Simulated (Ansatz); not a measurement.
A trial cell of Zn3SeS2, before relaxation:

```
Zn Se S
1.0
    -1.91644    1.91644    8.13076
     1.91644   -1.91644    8.13076
     1.91644    1.91644   -8.13076
Zn Se S
3 1 2
Direct
  0.66667 0.66667 0.00000
  0.00000 0.00000 0.00000
  0.33333 0.33333 0.00000
  0.75000 0.25000 0.50000
  0.08333 0.58333 0.50000
  0.41667 0.91667 0.50000
```

These are results of DFT PBE, scalar-relativistic, plane waves, PAW (Ansatz), not measurements. Cutoff 420 eV, Gaussian smearing, Γ-centred meshes. Cell and atoms relax first on a coarse mesh and then on a converged one. In between, the cell is made exact in the group found at 0.06 Å. The steps can't lower the symmetry of their start. No spin polarisation.

A guess keeps its type if space group and coordination stay and the shape of the cell changes little (axis ratios within about 15 %, angles within 6°); the volume may change.

**Question.** Does it keep its structure type, or change into something else?

**Answer.** It keeps its type. The symmetry stays I-4m2 (No. 119). The volume per atom grows by 6.7 %, from 19.9 to 21.2 Å³. The shortest distance goes from 2.35 Å (Zn–S and Zn–Se) to 2.37 Å (Zn–S). The ratio c/a of the conventional cell changes by a factor of 1.00. Counting neighbours within 15 % of an atom's shortest distance, the start has S 4, Se 4, Zn 4 and the end S 4, Se 4, Zn 4.

The last run used a 10×10×10 mesh for its 6-atom cell and Gaussian smearing of 0.02 eV. A structure relaxed within its symmetry needn't be a true minimum.
